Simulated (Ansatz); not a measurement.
Cs$_{2}$NaBiF$_{6}$:
```
CELL_PARAMETERS angstrom
      0.00000     4.46379     4.46379
      4.46379     0.00000     4.46379
      4.46379     4.46379     0.00000
ATOMIC_POSITIONS crystal
  Cs 0.25000 0.25000 0.25000
  Cs 0.75000 0.75000 0.75000
  Na 0.50000 0.50000 0.50000
  Bi 0.00000 0.00000 0.00000
  F  0.25050 0.25050 0.74950
  F  0.74950 0.74950 0.25050
  F  0.74950 0.25050 0.25050
  F  0.25050 0.74950 0.74950
  F  0.25050 0.74950 0.25050
  F  0.74950 0.25050 0.74950
```

Tensor components refer to the Cartesian frame of this cell.

Task: Give the high-frequency dielectric tensor and the Born effective charge tensors of the independent atoms from DFPT, LDA in the plane-wave PAW code Ansatz.

Result: 
ε∞:
```
2.63  0.00  0.00
0.00  2.63  0.00
0.00  0.00  2.63
```
Z* of atom 1 (Cs), rows: field, columns: displacement, in e:
```
1.35  0.00  0.00
0.00  1.35  0.00
0.00  0.00  1.35
```
Z* of atom 3 (Na), rows: field, columns: displacement, in e:
```
1.26  0.00  0.00
0.00  1.26  0.00
0.00  0.00  1.26
```
Z* of atom 4 (Bi), rows: field, columns: displacement, in e:
```
3.67  0.00  0.00
0.00  3.67  0.00
0.00  0.00  3.67
```
Z* of atom 5 (F), rows: field, columns: displacement, in e:
```
-0.93   0.00   0.00
 0.00  -0.93   0.00
 0.00   0.00  -1.95
```

Space group Fm-3m. The workflow started from a Materials Project entry (that database holds measured and hypothetical structures alike); the Crystallography Open Database files this formula in space group No. 225, but the cells were not matched. Its standing as an ambient phase is unchecked. The LDA relaxation kept the symmetry of its start; whether a distortion lowers the energy is not shown. Spin–orbit coupling is left out wherever it is not named.

Potentials: the later of the program's two PAW sets.
